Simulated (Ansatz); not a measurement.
Co$_{3}$S$_{4}$ in space group Fd-3m (No. 227; Co on 16d, Co on 8a, S on 32e), the program Ansatz at the PBE level (PAW), all energies at zero smearing, with the estimated change up to a 700 eV cutoff added, with one set of potentials and settings (totals compare only within such a set). Cell of 14 atoms (6 Co, 8 S): -37979.724 eV.

```tsv
element	reference phase	E (eV/atom)
Co	P6_3/mmc, 2 atoms in the cell, spin-polarised	-5126.1613
S	Fddd, 32 atoms in the cell	-902.0602
```

Formation energy per atom, worked out: (-37979.724 − 6×(-5126.1613) − 8×(-902.0602))/14 = -0.448 eV/atom (-43 kJ per mol of atoms), at 0 K, without zero-point energy or fitted corrections.

The workflow started from a Materials Project entry (that database holds measured and hypothetical structures alike); the Crystallography Open Database files this formula in space group No. 227, but the cells were not matched. Its standing as an ambient phase is unchecked. Symmetry was held in the PBE relaxation; whether a distortion lowers the energy is not shown. The workflow began spin-polarised and lost its moments. The references are the lowest solids computed at this level, not always the standard phases.

Potentials: the earlier of the program's two PAW sets.
